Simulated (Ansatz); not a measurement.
A geometry of Li away from equilibrium: step 3 of the relaxation of a relaxed Li cell displaced along its unstable phonon at q = (½, 0, 0) of its primitive reciprocal cell (163i cm⁻¹), largest move 0.15 Å. Computed with r2SCAN (plane waves to 500 eV, PAW, scalar-relativistic; Ansatz, a program for electronic structure). Γ-centred k-mesh 5×10×10 on the run's cell (coarser than for final values), Fermi–Dirac smearing 0.05 eV.

```
CELL_PARAMETERS angstrom
     -0.00944     5.86263     5.85638
      2.95949    -0.03142     2.95489
      2.93846     2.93699    -0.01039
ATOMIC_POSITIONS crystal
  Li 0.13505 0.10358 0.33454
  Li 0.63715 0.38629 0.14975
  Li 0.98785 0.86371 0.10025
  Li 0.48995 0.14642 0.91546
```

### Question
Predict the force on each atom, in eV/Å.

### Answer
| atom | Fx | Fy | Fz |
|---|---|---|---|
| Li1 | -0.16 | 0.25 | -0.13 |
| Li2 | -0.02 | -0.03 | 0.40 |
| Li3 | 0.02 | 0.03 | -0.40 |
| Li4 | 0.16 | -0.25 | 0.13 |

### Question
What is the pressure?

### Answer
-0.2 GPa, compression positive.

### Question
How much energy per atom can still be gained by relaxing?

### Answer
0.43 eV/atom; the path ends in Fm-3m (No. 225) (fcc (Cu type)).

No spin polarisation in the result.

The run could not lose the symmetry of its start.

Of the parent cell (Fd-3m (No. 227)): it is a generated cell of Li: the first start was made by placing the elements on the sites of a structure type, and the end was not matched to a known phase here, so it may be hypothetical. Known forms of Li include space group No. 229.

The relaxed structure has the type that Li is known to take under pressure; here it was relaxed at zero pressure, from a generated start.
